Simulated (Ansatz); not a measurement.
TiN (rock salt)

```
CELL_PARAMETERS angstrom
      0.00000     2.12346     2.12346
      2.12346     0.00000     2.12346
      2.12346     2.12346     0.00000
ATOMIC_POSITIONS crystal
  N  0.00000 0.00000 0.00000
  Ti 0.50000 0.50000 0.50000
```

This relaxed cell (volume V₀) is scaled evenly in all directions, its shape held. Symmetry pins the atoms to their sites.

Computed with PBE (plane waves to 420 eV, PAW, scalar-relativistic; Ansatz, a program for electronic structure). k mesh 19×19×19 (Γ-centred), Fermi-Dirac smearing 0.05 eV. Energies are smeared free energies. Compression counts positive. TiN is run without spin polarisation. TiN was relaxed with its symmetry unable to fall. The zero of ΔE is the relaxed starting cell. The last digit holds for this mesh only.

```json
[
 {"V (Å³/atom)": "8.043", "ΔE (meV/atom)": "286.8"},
 {"V (Å³/atom)": "8.298", "ΔE (meV/atom)": "188.7"},
 {"V (Å³/atom)": "8.554", "ΔE (meV/atom)": "114.6"},
 {"V (Å³/atom)": "8.809", "ΔE (meV/atom)": "61.3"},
 {"V (Å³/atom)": "9.064", "ΔE (meV/atom)": "withheld"},
 {"V (Å³/atom)": "9.319", "ΔE (meV/atom)": "6.2"},
 {"V (Å³/atom)": "9.575", "ΔE (meV/atom)": "0.0"},
 {"V (Å³/atom)": "9.830", "ΔE (meV/atom)": "5.6"},
 {"V (Å³/atom)": "10.085", "ΔE (meV/atom)": "21.5"},
 {"V (Å³/atom)": "10.341", "ΔE (meV/atom)": "46.2"},
 {"V (Å³/atom)": "10.596", "ΔE (meV/atom)": "78.7"},
 {"V (Å³/atom)": "10.851", "ΔE (meV/atom)": "117.8"},
 {"V (Å³/atom)": "11.107", "ΔE (meV/atom)": "162.9"}
]
```

Fit a third-order Birch-Murnaghan form (E₀, V₀, B₀, B₀′ free) to the given rows and predict ΔE at V = 9.064.

Least squares on the 12 given rows: ΔE = E₀ + (9V₀B₀/16)·y²·[2 + (B₀′ − 4)y], y = (V₀/V)^(2/3) − 1, with V₀ = 9.575 Å³/atom, B₀ = 276.3 GPa (160.2 GPa = 1 eV/Å³; the term in eV is multiplied by 1000), B₀′ = 4.25, E₀ = 0.06 meV/atom; root-mean-square residual 0.10 meV/atom. At 9.064 the fit gives 25.9 meV/atom; the calculation gives 25.9 meV/atom, the same to the digits shown. For the pressure the fit gives 17.0 GPa against the computed 17.1 GPa.

(A scan under strain: stresses follow from slopes of the energy per volume, elastic moduli from its curvatures.)
